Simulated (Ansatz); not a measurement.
BaInHO₂:
```xyz
5
Lattice="4.2973 0.0000 0.0000 0.0000 4.2973 0.0000 0.0000 0.0000 3.9190" Properties=species:S:1:pos:R:3 pbc="T T T"
Ba     2.1487     2.1487     1.9595
In     0.0000     0.0000     0.0000
O      2.1487     0.0000     0.0000
O      0.0000     2.1487     0.0000
H      0.0000     0.0000     1.9595
```

Relaxed with r²SCAN. Independent-particle spectrum: no excitons, no local fields, no scissors shift; 0.1 eV broadening; ε₁ of the summed bands alone.

Problem. Tabulate the dielectric function from DFT-r²SCAN in the program Ansatz with PAW potentials.

Solution. 

```
E (eV)  ε₁ xx  ε₂ xx  ε₁ zz  ε₂ zz
------  -----  -----  -----  -----
0.0      4.37   0.00   4.77   0.00
0.4      4.39   0.00   4.79   0.00
0.8      4.43   0.00   4.86   0.00
1.2      4.50   0.00   4.99   0.00
1.6      4.62   0.00   5.24   0.00
2.0      4.80   0.00   5.69   0.57
2.4      5.15   0.04   5.41   0.86
2.8      5.39   0.52   5.36   0.92
3.2      5.46   0.72   5.46   0.96
3.6      5.71   0.88   5.71   1.04
4.0      6.22   1.46   6.16   1.21
4.4      6.37   2.18   6.92   1.67
4.8      6.42   3.24   8.26   3.53
5.2      5.49   4.04   5.22   5.41
5.6      4.65   4.38   4.45   5.24
6.0      4.30   5.34   4.36   4.52
6.4      2.63   4.72   5.06   6.62
6.8      2.21   4.21   2.08   5.29
7.2      1.99   4.25   1.16   5.37
7.6      0.96   3.98   0.62   5.04
8.0      1.04   2.70   0.46   3.49
8.4      1.97   2.04   1.61   2.69
8.8      3.27   2.69   1.71   4.26
9.2      2.30   4.20   0.25   4.31
9.6      1.22   4.28   0.02   3.14
10.0    -0.27   3.29  -0.04   2.82
10.4     0.85   2.33   0.21   2.52
10.8     0.77   3.22   0.24   2.65
11.2     0.42   2.83  -0.20   2.71
11.6    -0.68   2.35  -0.74   2.02
12.0    -0.15   1.52  -0.36   1.17
```

With all bands, ε∞ without local fields is 4.59 (xx = yy), 4.99 (zz).

Space group P4/mmm. The start of the workflow was typed in or built on a structure type; neither database checked (COD, Materials Project) lists it. Whether it is the stable phase at ambient conditions was not checked. Symmetry was held in the r²SCAN relaxation; whether a distortion lowers the energy is not shown. Scalar-relativistic: spin–orbit coupling is off unless named, which matters more the heavier the elements.

Potentials: the earlier of the program's two PAW sets. The files were generated under PBE; for other functionals the program regenerates the frozen cores, and for LDA and PBEsol the local potential too.
